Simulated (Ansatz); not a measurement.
## Mn (dhcp): energy against volume

Method: DFT, m-r2SCAN, plane waves (500 eV) with PAW, scalar-relativistic in Ansatz 0.2.0. (PAW data from PBE, frozen cores regenerated.)

The cell is scaled uniformly from the relaxed one, with fractional coordinates and shape fixed. Energies are extrapolated to zero smearing, pressures are those at the given smearing. Magnetic state: non-magnetic.

A Birch-Murnaghan fit gives V₀ = 10.41 Å³/atom, B₀ = 309 GPa, B₀′ = 4.4.

What are the energy above the minimum and the pressure at 9.161 Å³/atom?

180.8 meV/atom and 52.11 GPa as computed.

What are the energy above the minimum and the pressure at 9.578 Å³/atom?

74.1 meV/atom and 30.91 GPa as computed.

What are the energy above the minimum and the pressure at 11.660 Å³/atom?

118.5 meV/atom and -27.26 GPa as computed.

m-r²SCAN is r²SCAN on the gauge-invariant kinetic-energy density; without spin polarisation the two are equal.
